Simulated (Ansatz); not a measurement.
**From the elastic tensor of ZrAg2N2 to moduli and sound speeds**

Method: DFT PBE, scalar-relativistic, plane waves, PAW in Ansatz 0.2.0. Settings: 420 eV plane-wave cutoff, Γ-centred 12×12×6 mesh, Fermi-Dirac smearing of 0.15 eV. No spin polarisation.

It takes space group P-3m1 (No. 164, trigonal). Conventional cell: a = 3.315 Å, b = 3.315 Å, c = 7.449 Å, α = 90.00°, β = 90.00°, γ = 120.00°. Zr (site symmetry -3m) is surrounded by 6 N at 2.21 Å. Ag (site symmetry 3m) is surrounded by 3 N at 2.46 Å. N (site symmetry 3m) has 3 Zr at 2.21 Å and 3 Ag at 2.46 Å as nearest neighbours.

The cell was built by swapping an element in a database structure (itself possibly hypothetical) and relaxing; it need not be the stable form of this composition. In a metal, frequencies and elastic constants depend on the k mesh and the smearing, soft modes and shear constants most. A semilocal functional can close a gap that the real compound has.

Relaxed-ion constants (GPa, on the Cartesian axes of the calculation):
```
252.6  90.2  80.4  13.3   0.0   0.0
 90.2 252.6  80.4 -13.3   0.0   0.0
 80.3  80.3 159.4   0.0   0.0   0.0
 13.2 -13.2   0.0  26.3   0.0   0.0
  0.0   0.0   0.0   0.0  26.3  13.2
  0.0   0.0   0.0   0.0  13.3  81.2
```

Density 7.848 g/cm³; 5 atoms in 70.87 Å³.

The values that follow are for a polycrystal of randomly turned grains, by Hill's mean where one number stands. In a crystal this anisotropic the Voigt and Reuss bounds lie far apart, so Hill's mean and the sound speeds and Debye temperature from it are rough.

With S = C⁻¹: B_V = (C11+C22+C33+2(C12+C13+C23))/9, G_V = (C11+C22+C33−C12−C13−C23+3(C44+C55+C66))/15, 1/B_R = S11+S22+S33+2(S12+S13+S23), 15/G_R = 4(S11+S22+S33−S12−S13−S23)+3(S44+S55+S66); Hill is their mean. Then v_l = √((B+4G/3)/ρ), v_t = √(G/ρ), v_m = [(2/v_t³+1/v_l³)/3]^(−1/3) and Θ = (ħ/k_B)·v_m·(6π²n/V)^(1/3) for n atoms in the volume V; E = 9BG/(3B+G), ν = (3B−2G)/(2(3B+G)) and A^U = 5G_V/G_R + B_V/B_R − 6.

| Property | Result |
| --- | --- |
| Bulk modulus, Voigt / Reuss / Hill | 129.6 / 122.7 / 126.1 GPa |
| Shear modulus, Voigt / Reuss / Hill | 54.3 / 38.9 / 46.6 GPa |
| Young's modulus | 125 GPa |
| Poisson ratio | 0.335 |
| Pugh ratio B/G | 2.71 (over 1.75, the rule of thumb for ductile) |
| Universal anisotropy index | 2.04 |
| Longitudinal and transverse sound speeds | 4898 and 2437 m/s |
| Debye temperature from the mean sound speed | 336 K |